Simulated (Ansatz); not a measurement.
# What DFT gives for CdTe$_{4}$WAu$_{2}$

```yaml
crystal:
  lattice:
    - [-3.98810, 3.98810, 3.41632]
    - [3.98810, -3.98810, 3.41632]
    - [3.98810, 3.98810, -3.41632]
  atoms:
    - { symbol: Au, position: [0.50000, 0.00000, 0.50000] }
    - { symbol: Au, position: [0.00000, 0.50000, 0.50000] }
    - { symbol: Cd, position: [0.50000, 0.50000, 0.00000] }
    - { symbol: W, position: [0.00000, 0.00000, 0.00000] }
    - { symbol: Te, position: [0.42166, 0.42166, 0.36418] }
    - { symbol: Te, position: [0.57834, 0.94252, 0.00000] }
    - { symbol: Te, position: [0.05748, 0.05748, 0.63582] }
    - { symbol: Te, position: [0.94252, 0.57834, 0.00000] }
```

Level: r2SCAN, no spin polarisation; 500 eV; 7×7×7 Γ-centred mesh; cold occupations (width 0.2606 eV); Ansatz 0.2.0, fixed geometry.

**Contacts.** W–Te at 2.63 Å: least valence density 0.57 e/Å³ and ELF 0.54 there. Cd–Te at 2.72 Å: least valence density 0.38 e/Å³ and ELF 0.35 there. Au–Te at 3.35 Å: least valence density 0.14 e/Å³ and ELF 0.16 there. These are pseudo-fields; inside the PAW spheres they differ from the all-electron ones.
**Formation energy.** 0.46 eV an atom against the elements' usual phases (free molecules for gases, crystals otherwise, with no correction for O₂ or N₂), so at this geometry it isn't bound against them. Relaxing would lower it.
**Charges.** Bader charges in e: Cd +0.52, Te -0.28, W +0.82, Au -0.10. In the mean W gives up most and Te takes most, against the order of Pauling's electronegativities.
**Electronic structure.** It is a metal, with about 5.5 states/eV a cell as the mean within 0.25 eV of the Fermi level, mostly W d (44 %), Te p (24 %) and Au s (19 %).
**Stress.** The pressure is 0.3 GPa (compression positive), so with the atoms held at these fractions the cell is close to zero pressure; the forces are large, so a full relaxation may end otherwise. The principal stresses -2.0, 1.5, 1.5 GPa differ, so its shape would change too.
**Forces.** The largest is on Te5 (and as large on other atoms): 1.08 eV/Å, components (0.27, 0.27, -1.01). It makes 72° with the line to a nearest neighbour, W4 at 2.63 Å.

Origin: a known structure type with other elements, at an estimated volume, so it need not be a known compound. Caveats: wide smearing.
